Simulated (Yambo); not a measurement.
How GW settings move the gap: FeP2

G0W0@LDA for FeP₂ (space group Pnnm, No. 58) in Yambo. Reference settings: 2×2×4 Γ-centred k mesh, bands 9 to 150 and a 8 Ry block in the screening, 150 bands in G with the Bruneval-Gonze terminator, plasmon pole fitted at 27.2 eV. The LDA gap Γ → (0, 0, 0.25) on this mesh is 0.34 eV; G0W0 gaps are taken between the same points.

```
change from the reference       G0W0 gap Γ → (0, 0, 0.25) (eV)  shift of the valence edge (eV)        rough Yambo cost
------------------------------  ------------------------------  ------------------------------  ----------------------
reference settings                                        0.39                            0.62                       1
63 bands in W, 63 bands in G                              0.43                            0.75               about 1/2
100 bands in W, 100 bands in G                            0.40                            0.66  within a factor of two
63 bands in G                                             0.41                            0.60                       –
100 bands in G                                            0.39                            0.61                       –
75 bands in W                                             0.41                            0.71  within a factor of two
2 Ry block                                                0.99                            0.32  within a factor of two
3 Ry block                                                0.82                            0.45  within a factor of two
pole fitted at 40 eV                                      0.39                            0.59                       –
no random integration                                     0.37                            0.80                       –
63 bands in G, no terminator                              0.41                            1.13                       –
100 bands in G, no terminator                             0.38                            0.93                       –
no terminator                                             0.38                            0.82                       –
```

The reference isn't shown to be the converged limit. Costs are rough (shared machines), scaled to the same edge states, and given only for runs that recompute the screening.

Geometry of the Materials Project entry, not relaxed at this level; primitive cell a = 4.918 Å, b = 5.627 Å, c = 2.715 Å, α = 90.00°, β = 90.00°, γ = 90.00°.

The structure is a Materials Project entry; no match was found in the copy of COD used, and its stability was not checked.

The runs are not spin-polarised; magnetic order was not tried.

A shift is the quasiparticle energy of the state minus its LDA energy.
